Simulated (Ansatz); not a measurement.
Computed frozen-phonon scan: PdSb2 (space group Pa-3)

PdSb2 (space group Pa-3)

```yaml
crystal:
  lattice:
    - [6.41610, 0.00000, 0.00000]
    - [0.00000, 6.41610, 0.00000]
    - [0.00000, 0.00000, 6.41610]
  atoms:
    - { symbol: Sb, position: [0.37287, 0.37287, 0.37287] }
    - { symbol: Sb, position: [0.62713, 0.62713, 0.62713] }
    - { symbol: Sb, position: [0.12713, 0.62713, 0.87287] }
    - { symbol: Sb, position: [0.87287, 0.37287, 0.12713] }
    - { symbol: Sb, position: [0.87287, 0.12713, 0.62713] }
    - { symbol: Sb, position: [0.12713, 0.87287, 0.37287] }
    - { symbol: Sb, position: [0.62713, 0.87287, 0.12713] }
    - { symbol: Sb, position: [0.37287, 0.12713, 0.87287] }
    - { symbol: Pd, position: [0.00000, 0.00000, 0.00000] }
    - { symbol: Pd, position: [0.50000, 0.00000, 0.50000] }
    - { symbol: Pd, position: [0.50000, 0.50000, 0.00000] }
    - { symbol: Pd, position: [0.00000, 0.50000, 0.50000] }
```

A phonon eigenvector at Γ is frozen into this cell: atom i moves by Q times the vector below, so Q is the largest atomic displacement, in Å. The cell is held. It is one choice among 3 degenerate patterns.

```csv
atom,x,y,z
Sb1,0.053,0.678,-0.733
Sb2,-0.053,-0.678,0.733
Sb3,0.053,0.678,0.733
Sb4,-0.053,-0.678,-0.733
Sb5,-0.053,0.678,-0.733
Sb6,0.053,-0.678,0.733
Sb7,-0.053,0.678,0.733
Sb8,0.053,-0.678,-0.733
```

Atoms not listed stay in place.

All values below come from LDA (plane waves to 420 eV, PAW, scalar-relativistic; Ansatz, a quantum-chemistry and plane-wave program). k mesh 6×6×6 (Γ-centred), Fermi-Dirac smearing 0.05 eV. Energies are smeared free energies. Compression counts positive. With partly filled bands, energies and forces of such displacements shift with the k mesh and the smearing. PdSb2 is run without spin polarisation. PdSb2 was relaxed with its symmetry unable to fall. Spin-orbit coupling is left out, though Sb is heavy. The zero of ΔE is the undisplaced structure.

```csv
Q (Å),ΔE (meV/cell),−dE/dQ from forces (eV/Å),P (GPa)
-0.180,985,11.236,2.2
-0.150,678,9.231,1.5
-0.120,431,7.286,1.0
-0.090,241,5.399,0.6
-0.060,106,3.562,0.2
-0.030,26,1.768,0.1
0.000,0,0.000,0.0
0.030,26,-1.768,0.1
0.060,106,-3.562,0.2
0.090,241,-5.399,0.6
0.120,431,-7.286,1.0
0.150,678,-9.231,1.5
0.180,985,-11.236,2.2
```

Read from the data:

Energy at Q = 0.180 Å: 985 meV/cell
Space group of the distorted cell: P2_1/c (No. 14), lowered from Pa-3
Symmetry of the curve: even: the same for both signs
Shape of the curve: a single well with its minimum at or next to zero displacement
Harmonic wavenumber from the curvature (finite differences): 128 cm⁻¹
Wavenumber by perturbation theory (DFPT, on another k mesh): 128 cm⁻¹

The 13 points together took around 18 core-minutes (rough).

(A displaced cell: forces are minus the slopes of the energy, force constants its curvatures, and phonons follow from these.)
